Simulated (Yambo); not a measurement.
Yambo run on NaTaO3 (space group P4/mbm, No. 127). The wavefunctions are PBEsol (Quantum ESPRESSO, PseudoDojo norm-conserving, 88 Ry, scalar-relativistic) ones on a 2×2×4 mesh (40 occupied bands); a = 5.477 Å, b = 5.477 Å, c = 3.959 Å, α = 90.00°, β = 90.00°, γ = 90.00°.

Yambo input:

```
rim_cut
gw0
dyson
el_el_corr
HF_and_locXC
ppa
em1d
RandQpts= 1000000
RandGvec= 1 Ry
EXXRLvcs= 88 Ry
VXCRLvcs= 352 Ry
Chimod= "HARTREE"
% BndsRnXp
 5 | 189 |
%
NGsBlkXp= 7 Ry
% LongDrXp
 1.0 | 1.0 | 1.0 |
%
PPAPntXp= 27.2114 eV
% GbndRnge
 1 | 84 |
%
GTermKind= "none"
DysSolver= "n"
ExtendOut
% QPkrange
 1 | 1 | 41 | 41 |
 3 | 3 | 40 | 41 |
%
```

k points by index: 1 = Γ, 3 = Z.

The o-*.qp file then holds:

```
#    K-point    Band    Eo [eV]    E [eV]    E-Eo [eV]    Vxc [eV]    Vnlxc [eV]    Sc|Eo [eV]    Sc|E [eV]    dSc/dw|Eo [eV]    Re(Z)    Im(Z)
#
    1    41    2.327934    4.286406    1.958472    -14.91857    -9.301884    -3.267773    -3.658216    -5.424579    0.833784    -0.001106
    3    40    0.000000    0.222104    0.222104    -20.00411    -25.12402    5.404428    5.342008    -7.652075    0.780510    -0.001409
    3    41    2.738097    4.814305    2.076208    -15.31471    -9.316880    -3.499248    -3.921627    -5.535502    0.830959    -0.001150
```
(The two width columns are left out.) Convergence of these settings isn't established.

Spin-orbit coupling is not included.

Geometry of the Materials Project entry, not relaxed at this level.

This is not the ordinary phase of the substance.
